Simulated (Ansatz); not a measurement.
HfC:
```xyz
2
Lattice="0.0000 2.2862 2.2862 2.2862 0.0000 2.2862 2.2862 2.2862 0.0000" Properties=species:S:1:pos:R:3 pbc="T T T"
C      0.0000     0.0000     0.0000
Hf     2.2862     2.2862     2.2862
```

Relaxed with LDA.

**Question.** Which orbitals make up the states near the Fermi level in the program Ansatz at the LDA level (PAW)?

**Answer.** Within 0.5 eV of the Fermi level: C 2p 63 %, Hf 5d 33 %. Projections are on Löwdin-orthogonalised atomic valence shells; empty p or d shells of many metals are not among them.

**Question.** Tabulate the density of states.

**Answer.** States/eV per cell of 2 atoms, in 0.25 eV bins, energy from the Fermi level.

```
E (eV)  total  Hf 5d  C 2p  Hf 6s
------  -----  -----  ----  -----
-7.85    0.00   0.00  0.00   0.00
-7.60    0.00   0.00  0.00   0.00
-7.35    0.00   0.00  0.00   0.00
-7.10    0.00   0.00  0.00   0.00
-6.85    0.00   0.00  0.00   0.00
-6.60    0.00   0.00  0.00   0.00
-6.35    0.02   0.01  0.01   0.00
-6.10    0.11   0.04  0.05   0.01
-5.85    0.19   0.07  0.08   0.02
-5.60    0.27   0.11  0.12   0.02
-5.35    0.38   0.15  0.17   0.03
-5.10    0.56   0.21  0.26   0.05
-4.85    0.75   0.27  0.35   0.06
-4.60    0.77   0.28  0.38   0.06
-4.35    0.81   0.28  0.41   0.06
-4.10    0.87   0.28  0.46   0.07
-3.85    0.81   0.25  0.45   0.06
-3.60    0.60   0.18  0.33   0.04
-3.35    0.49   0.15  0.28   0.03
-3.10    1.11   0.44  0.60   0.02
-2.85    3.53   1.37  1.97   0.01
-2.60    3.56   1.46  1.93   0.01
-2.35    2.57   1.16  1.32   0.01
-2.10    1.66   0.80  0.80   0.00
-1.85    1.18   0.53  0.60   0.00
-1.60    0.91   0.39  0.49   0.00
-1.35    0.74   0.29  0.42   0.00
-1.10    0.61   0.23  0.36   0.00
-0.85    0.51   0.17  0.32   0.00
-0.60    0.43   0.13  0.28   0.00
-0.35    0.30   0.08  0.20   0.00
-0.10    0.24   0.07  0.16   0.00
0.15     0.29   0.09  0.18   0.00
0.40     0.31   0.13  0.17   0.00
0.65     0.34   0.16  0.16   0.00
0.90     0.37   0.20  0.15   0.00
1.15     0.42   0.26  0.15   0.00
1.40     0.50   0.33  0.15   0.00
1.65     0.52   0.35  0.14   0.01
1.90     0.55   0.38  0.14   0.01
2.15     0.58   0.40  0.15   0.01
2.40     0.61   0.43  0.15   0.01
2.65     0.65   0.46  0.15   0.01
2.90     0.70   0.49  0.16   0.01
3.15     0.74   0.53  0.16   0.02
3.40     0.85   0.61  0.18   0.02
3.65     0.82   0.61  0.15   0.02
3.90     0.85   0.64  0.14   0.02
4.15     0.99   0.75  0.17   0.02
4.40     1.01   0.77  0.16   0.02
4.65     1.15   0.89  0.18   0.03
```

Space group Fm-3m (rock salt). The LDA relaxation kept the symmetry of its start; of distortions, only those at the zone centre were tested. The run is not spin-polarised. Spin–orbit coupling is left out wherever it is not named.

Potentials: the later of the program's two PAW sets.
